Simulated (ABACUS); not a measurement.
A self-consistent single point of CoSi2 (Fm-3m, 12 atoms in the cell; from Materials Project mp-2379).

```
CELL_PARAMETERS angstrom
      5.31284     0.00000     0.00000
      0.00000     5.31284     0.00000
      0.00000     0.00000     5.31284
ATOMIC_POSITIONS crystal
  Co 0.00000 0.00000 0.00000
  Co 0.00000 0.50000 0.50000
  Co 0.50000 0.00000 0.50000
  Co 0.50000 0.50000 0.00000
  Si 0.25000 0.25000 0.75000
  Si 0.25000 0.75000 0.75000
  Si 0.25000 0.75000 0.25000
  Si 0.25000 0.25000 0.25000
  Si 0.75000 0.25000 0.25000
  Si 0.75000 0.75000 0.25000
  Si 0.75000 0.75000 0.75000
  Si 0.75000 0.25000 0.75000
```

All values come from this method and carry its errors: LDA (PW92), numerical atomic orbitals SZP (confined pseudo-atomic orbitals with Gaussian additions; energy shift 0.003 Ry), PseudoDojo 0.4 standard norm-conserving LDA (tails mended) pseudopotentials (ABACUS 3.10.1).

ABACUS settings:

* **basis**: SZP numerical atomic orbitals, energy shift 0.003 Ry
* **KPT**: Gamma 7 7 7 0 0 0
* **basis_type**: lcao
* **dft_functional**: PWLDA
* **ecutwfc**: 100 Ry
* **smearing_method**: fd
* **smearing_sigma**: 0.00734986 Ry
* **potentials**: PseudoDojo 0.4 standard norm-conserving LDA (tails mended)
* **symmetry**: 1
* **symmetry_prec**: 1e-05
* **ks_solver**: scalapack_gvx
* **scf_nmax**: 100
* **scf_thr**: 1.0e-07
* **mixing_type**: broyden
* **mixing_beta**: 0.4

Results:

| Property | Result |
|---|---|
| Number of valence electrons | 100 |
| Number of bands | 61 |
| Number of k-points after the program's reduction | 20 |
| Size of the basis | 152 |
| Number of SCF iterations | 12 |
| Free energy E − TS | -17564.4842 eV |
| Fermi level (on the code's own zero) | 13.27 eV |
| Pressure | 2.89 GPa |

Stress (GPa, positive for compression):
```
2.89  0.00  0.00
0.00  2.89  0.00
0.00  0.00  2.89
```

For comparison: a first run (DFT, PBE, numerical atomic orbitals SZP (confined pseudo-atomic orbitals with Gaussian additions; energy shift 0.003 Ry), PseudoDojo 0.5 standard norm-conserving PBE (tails mended) pseudopotentials) was changed to give this one (pseudopotentials: PseudoDojo 0.5 standard norm-conserving PBE (tails mended) → PseudoDojo 0.4 standard norm-conserving LDA (tails mended); basis_set: SZP numerical atomic orbitals, energy shift 0.003 Ry → SZP numerical atomic orbitals, energy shift 0.003 Ry; dft_functional: default → PWLDA), and from it to this one the pressure goes from 12.48 to 2.89 GPa.

The atom-centred basis is finite, which shifts total energies and pressures against plane waves. The run has no spin polarisation, so moments on Co cannot form. A single-zeta basis is rough, for pressures and forces above all. The structure comes from a collection of computed structures, made at another level of theory; the collection holds predicted forms beside known ones.

Cost on one core: around 50 core-seconds (rough).

The atomic orbitals were generated for these runs; they are not ABACUS's published sets and were checked against plane waves on a few crystals only.

“Tails mended”: in these copies of the files the far tail of each local potential was reset to the Coulomb form.
